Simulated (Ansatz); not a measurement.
A scan (energy against volume; even scaling of the relaxed cell, symmetry kept) gave these values. All values below come from PBE (plane waves to 420 eV, PAW, scalar-relativistic; Ansatz, an electronic-structure program).

The bulk modulus at fixed cell shape B₀ (third-order Birch-Murnaghan fit) is 157 GPa. The pressure derivative B₀′ (fit) comes out as 4.0 and the equilibrium volume of the fit comes out as 10.97 Å³/atom.

Q: Of these crystals, all scanned alike, which one is it?
(A) Te (trigonal-Te type, space group P3_121)
(B) Ga₂O₃ (beta-Ga2O3 type, space group C2/m)
(C) SiC (6H type, space group P6_3mc)
(D) GaCuSe₂ (chalcopyrite)

A: B, Ga₂O₃ (beta-Ga2O3 type, space group C2/m). The others have, for the bulk modulus at fixed cell shape: GaCuSe2 60.1 GPa, Te 23.2 GPa, SiC 213 GPa

All were relaxed with their symmetry unable to fall. At this level the bands of GaCuSe2 touch or barely overlap; measurements give the solid a gap. GaCuSe2 is run without spin polarisation. Spin-orbit coupling is left out. The PAW data are Ansatz's earlier set. With the shape held, the modulus is that of even scaling; a crystal free to change shape is softer.

(A scan under strain: stresses follow from slopes of the energy per volume, elastic moduli from its curvatures.)
